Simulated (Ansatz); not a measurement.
VGe:
```
CELL_PARAMETERS angstrom
      2.92791     0.00000     0.00000
     -1.46395     2.53564     0.00000
      0.00000     0.00000     7.84977
ATOMIC_POSITIONS crystal
  V  0.00000 0.00000 0.00000
  V  0.00000 0.00000 0.50000
  Ge 0.33333 0.66667 0.25000
  Ge 0.66667 0.33333 0.75000
```

Relaxed with PBE. Special points in fractions of this cell's reciprocal vectors: Γ (0.000, 0.000, 0.000); M (0.500, 0.000, 0.000); K (0.333, 0.333, 0.000); A (0.000, 0.000, 0.500); L (0.500, 0.000, 0.500); H (0.333, 0.333, 0.500).

Problem. List the band energies nearest the Fermi level at these points for the program Ansatz at the PBE level (PAW).

Solution. In eV from the Fermi level; about four levels below and three above (degenerate sets whole), none deeper than 8.9 eV; points with the same levels are listed once.

| k | below | above |
|---|---|---|
| Γ | -2.18 -0.57 -0.10 -0.10 | 0.14 0.14 0.89 0.89 |
| M | -1.82 -1.70 -1.58 -0.39 | 0.46 0.68 2.22 |
| K | -2.45 -2.45 -0.69 -0.69 | 0.62 1.08 1.08 |
| A | -5.08 -5.08 -0.91 -0.91 | 0.02 0.02 0.02 0.02 |
| L | -2.64 -2.64 -1.49 -1.49 | 0.05 0.05 1.46 1.46 |
| H | -2.45 -2.45 -0.74 -0.74 | 1.69 1.69 1.90 1.90 |

Space group P6_3/mmc (NiAs type). The cell is a constructed one: a structure type filled with these elements; neither database checked (COD, Materials Project) lists it. Its standing as an ambient phase is unchecked. The PBE relaxation kept the symmetry of its start; its stability against distortions is not shown here. The workflow began spin-polarised and lost its moments. Scalar-relativistic: spin–orbit coupling is off unless named, which matters more the heavier the elements.

Potentials: the later of the program's two PAW sets.
